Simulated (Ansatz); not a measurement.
**BiTe (rocksalt structure)**

Method: PBEsol, scalar-relativistic; no spin polarisation; PAW, 420 eV, Γ-centred 8×8×8 mesh, 0.05 eV Gaussian smearing; code Ansatz; PAW files: Ansatz's generated set soft_2.

```
Bi Te
1.0
     0.00000    3.19451    3.19451
     3.19451    0.00000    3.19451
     3.19451    3.19451    0.00000
Bi Te
1 1
Direct
  0.50000 0.50000 0.50000
  0.00000 0.00000 0.00000
```

The start was a prototype's sites filled with these elements; the Crystallography Open Database holds the compound in this structure.

The cell has space group Fm-3m (read at 0.01 Å). In it the stress is 0.02, 0.02, 0.02, 0.00, 0.00, 0.00 GPa and the largest force component 0.000 eV/Å. Each change below starts from this cell, without further relaxation. Stress is in GPa, positive in compression, in the order xx, yy, zz, yz, xz, xy; energies are counted from the cell above and are free energies with the smearing's entropy, which match forces and stress in a metal.

Problem. What happens when atom 1 (Bi) is moved by 0.05 Å along y?

Solution. The energy changes by 4.6 meV per cell, and the force on it along the shift is -0.186 eV/Å (−F/u = 3.71 eV/Å²). Stress: 0.07, 0.06, 0.07, 0.00, 0.00, 0.00.
```
atom  Fx (eV/Å)      Fy     Fz
 Bi1      0.000  -0.186  0.000
 Te2      0.000   0.186  0.000
```
In a harmonic crystal the energy would rise by −½F·u = ½ × 3.71 × 0.05² eV = 4.6 meV, which matches.

Problem. What stress follows from an engineering strain of 2 % in yy, atoms carried along?

Solution. -0.27, -2.23, -0.27, 0.00, 0.00, 0.00 GPa; the energy changes by 8.1 meV per cell.
The change of the stress over the strain gives a clamped-atom stiffness of about 112 GPa for this component, a secant value that lies under the elastic constant in tension and over it in compression, by several per cent for each per cent of strain.
In a harmonic crystal the energy would rise by V(½Cε² − σ₀ε), with σ₀ the stress of the unstrained cell, = 9.0 meV, close to the run's value; the rest is anharmonic or numerical.

Scalar-relativistic only: spin–orbit splittings of the heavy atoms' levels are missing. The cell is a metal with an odd number of electrons, and spin polarisation wasn't tried. The relaxed cell is 4 % smaller in volume than the cell of this structure in the Crystallography Open Database (33.85 Å³/atom, 1963).
